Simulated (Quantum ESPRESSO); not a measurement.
# Kohn-Sham bands of CdTe (zinc blende)

```yaml
crystal:
  lattice:
    - [0.00000, 3.28212, 3.28212]
    - [3.28212, 0.00000, 3.28212]
    - [3.28212, 3.28212, 0.00000]
  atoms:
    - { symbol: Cd, position: [0.00000, 0.00000, 0.00000] }
    - { symbol: Te, position: [0.75000, 0.75000, 0.75000] }
```

Cell from Materials Project (mp-406), symmetrised, no further relaxation. COD (Crystallography Open Database) has the formula in 2 space groups, this one among them (matched by group alone). Level: PBEsol, spinors with spin-orbit coupling; pw.x of Quantum ESPRESSO at 82 Ry with PseudoDojo potentials, 6×6×6 k-points, Wannier90. Density: 8×8×8 mesh, Gaussian smearing 0.01 Ry. With spin-orbit coupling a semilocal functional can close or falsely invert a small gap; the band order was not checked against a better method. The gap is small at this level and was sampled on the meshes and a path alone.

**Question.** List the Kohn-Sham levels between −8 and 3.3 eV relative to the valence-band maximum at the high-symmetry points, as a band run of pw.x on that density gives them (levels within 2 meV counted together).

**Answer.** 
```csv
point,k (reciprocal lattice),levels (eV)
Γ,0.000 0.000 0.000,"-7.97 (×4), -0.86 (×2), 0.00 (×4), 0.28 (×2)"
X,-0.500 -0.500 0.000,"-7.99 (×2), -7.93 (×2), -7.58 (×2), -4.46 (×2), -2.22 (×2), -1.87 (×2), 2.31 (×2), 2.34 (×2)"
U,-0.375 -0.375 0.250,"-7.94, -7.91, -7.61, -7.49, -4.47, -4.24, -2.88, -2.58, -1.73, -1.69, 2.53, 2.58"
K,-0.375 0.000 0.375,"-7.94, -7.91, -7.61, -7.49, -4.47, -4.24, -2.88, -2.58, -1.73, -1.69, 2.53, 2.58"
L,0.000 0.000 0.500,"-7.91 (×2), -7.67 (×2), -4.55 (×2), -1.28 (×2), -0.75 (×2), 1.43 (×2)"
W,-0.500 -0.250 0.250,"-8.00, -7.94, -7.91, -7.59, -7.46, -4.46, -4.21, -2.79, -2.31, -2.31, -2.28"
```
